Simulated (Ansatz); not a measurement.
A distorted cell of Rh (fcc, Cu type):

```
Rh
1.0
    3.80012     0.00000     0.00000
    0.00000     3.80012     0.00000
    0.00000     0.00000     3.80012
Rh
4
Direct
  0.00000   0.00000   0.97158
  0.50000   0.50000   0.00000
  0.50000   0.00000   0.50000
  0.00000   0.50000   0.50000
```

All values below come from r2SCAN (plane waves to 500 eV, PAW, scalar-relativistic; Ansatz, a quantum-chemistry and plane-wave program). k mesh 10×10×10 (Γ-centred), Fermi-Dirac smearing 0.05 eV. E stands for the smeared free energy. Compression counts positive. With partly filled bands, energies and forces of such displacements shift with the k mesh and the smearing. Rh is run without spin polarisation. Rh was relaxed with its symmetry unable to fall. The PAW data are Ansatz's earlier set.

Task: Predict the force on every atom, in eV/Å.

Result: 
```csv
atom,Fx,Fy,Fz
Rh1,0.000,0.000,1.255
Rh2,0.000,0.000,-0.148
Rh3,0.000,0.000,-0.554
Rh4,0.000,0.000,-0.554
```

Task: Give the stress tensor in GPa and the pressure.

Result: 
```
    0.7      0.0      0.0
    0.0      0.7      0.0
    0.0      0.0      1.2
```
The pressure, a third of the trace, is 0.9 GPa.

Task: In it atom 1 sits (0.000, 0.000, -0.108) Å away from its relaxed site. What is its energy relative to the relaxed cell?

Result: 68 meV/cell.

(A displaced cell: forces are minus the slopes of the energy, force constants its curvatures, and phonons follow from these.)
